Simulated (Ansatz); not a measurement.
# Computed properties of YCuAs2

YCuAs2:
Space group P4/nmm, origin choice 1 (No. 129); a = b = 3.880 Å, c = 9.943 Å, α = β = γ = 90.00°

| atom | site | symmetry | x | y | z |
|---|---|---|---|---|---|
| Y | 2c | 4mm | 0.5000 | 0.0000 | 0.2364 |
| Cu | 2b | -4m2 | 0.5000 | 0.5000 | 0.5000 |
| As | 2a | -4m2 | 0.0000 | 0.0000 | 0.0000 |
| As | 2c | 4mm | 0.0000 | 0.5000 | 0.3430 |

Space group P4/nmm (No. 129); conventional cell a = b = 3.8796 Å, c = 9.9430 Å, α = β = γ = 90.00°.

Method: r²SCAN in the plane-wave PAW code Ansatz. Geometry: relaxed at this level of theory. Other levels are named where they apply.

**Cell and energy**

* **Volume per atom**: 18.71 Å³
* **Density**: 6.71 g/cm³

**Electronic structure**

- Electronic character = metallic (no gap)
- Density of states at the Fermi level = 0.20 states/eV per atom (mean over ±0.08 eV)

The first step of the workflow began from a Materials Project structure, measured or hypothetical; the Crystallography Open Database files this formula in space group No. 129, but the cells were not matched. Its standing as an ambient phase is unchecked. Symmetry was held in the r²SCAN relaxation; whether a distortion lowers the energy is not shown. No spin polarisation was allowed. Spin–orbit coupling is left out wherever it is not named.

Potentials: the later of the program's two PAW sets.
